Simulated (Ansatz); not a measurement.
The relaxed structure here is a generated cell of Bi: the first start was made by placing the elements on the sites of a structure type, and the end was not matched to a known phase here, so it may be hypothetical. Known forms of Bi include space group No. 166.

One stationary structure of Bi. Method: r2SCAN (plane waves to 500 eV, PAW, scalar-relativistic; Ansatz, a program for electronic structure).

```
CELL_PARAMETERS angstrom
      3.41691     0.00000     0.00000
     -1.70845     2.95913     0.00000
      0.00000     0.00000     3.28315
ATOMIC_POSITIONS crystal
  Bi 0.00000 0.00000 0.00000
```

**Question.** Find the space group and the Wyckoff positions (tolerance 0.01 Å).

**Answer.** Space group P6/mmm (No. 191); a = b = 3.417 Å, c = 3.283 Å, α = β = 90.00°, γ = 120.00°

```json
[
 {"atom": "Bi", "site": "1a", "symmetry": "6/mmm", "x": "0.0000", "y": "0.0000", "z": "0.0000"}
]
```

This is the AFLOW prototype A_hP1_191_a (A_f, as in Sn).

**Question.** Give the shortest distances between elements (the closest pairs, up to four, under 3.6 Å).

**Answer.** Bi–Bi 3.28 Å.

```yaml
volume_per_atom: 33.20 Å³
band_gap: zero (metallic)
```

No spin polarisation in the result.

The run could not lose the symmetry of its start, so the end can be a saddle point.
